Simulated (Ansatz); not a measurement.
NbB2 (MoSi2 or CaC2 type, space group No. 139) under volume change, DFT-PBE in the program Ansatz with PAW potentials, shape and atoms relaxed at each volume.

```tsv
V (Å³/atom)	E − E(relaxed) (meV/atom)	P (GPa)
9.921	64.8	22.90
10.248	(withheld)	(withheld)
10.575	6.4	6.50
10.902	0.0	-0.02
11.229	(withheld)	(withheld)
11.556	22.3	-10.38
11.883	47.8	-14.47
```

### Question
Complete the blanks.

### Answer

- 10.248, E − E(relaxed) (meV/atom): 27.3
- 10.248, P (GPa): 14.08
- 11.229, E − E(relaxed) (meV/atom): 5.9
- 11.229, P (GPa): -5.60

### Question
What does a third-order Birch–Murnaghan fit give for V₀, B₀ and B′?

### Answer
V₀ = 10.90 Å³/atom, B₀ = 200 GPa, B′ = 4.1.

Space group I4/mmm (MoSi2 or CaC2 type). A made-up cell: these elements were put on the sites of a structure type; neither database checked (COD, Materials Project) lists it. COD files the formula under space group No. 191, so this cell is another polymorph or a model. Whether it is the stable phase at ambient conditions was not checked. The PBE relaxation kept the symmetry of its start; its stability against distortions is not shown here. No spin polarisation was allowed.

Potentials: the earlier of the program's two PAW sets.
